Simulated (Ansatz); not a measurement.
A geometry of WSe₂ away from equilibrium: step 3 of the relaxation of a relaxed WSe2 cell stretched uniformly to 115 % of its volume. These are PBE (plane waves to 420 eV, PAW, scalar-relativistic; Ansatz, a quantum-chemistry and plane-wave program) values and carry that method's errors. Γ-centred k-mesh 8×8×2 on the run's cell (coarser than for final values), Fermi–Dirac smearing 0.05 eV. The plane waves were selected for a different cell earlier on the path.

```
CELL_PARAMETERS angstrom
      3.39717     0.00000     0.00000
     -1.69858     2.94203     0.00000
      0.00000     0.00000    15.79826
ATOMIC_POSITIONS crystal
  W  0.33333 0.66667 0.25000
  W  0.66667 0.33333 0.75000
  Se 0.33333 0.66667 0.64258
  Se 0.66667 0.33333 0.14258
  Se 0.66667 0.33333 0.35742
  Se 0.33333 0.66667 0.85742
```

Q: Give the Cartesian forces on all atoms (eV/Å).

A: 
| atom | Fx | Fy | Fz |
|---|---|---|---|
| W1 | 0.00 | 0.00 | 0.00 |
| W2 | 0.00 | 0.00 | 0.00 |
| Se3 | 0.00 | 0.00 | 0.72 |
| Se4 | 0.00 | 0.00 | 0.72 |
| Se5 | 0.00 | 0.00 | -0.72 |
| Se6 | 0.00 | 0.00 | -0.72 |

The path ends in P6₃/mmc (No. 194) (AFLOW prototype AB2_hP6_194_c_f (C7, as in MoS2)). No spin polarisation in the result. Without a van der Waals term the distances between weakly bound units are poorly fixed.

The run could not lose the symmetry of its start.

Without dispersion the volume is uncertain too.
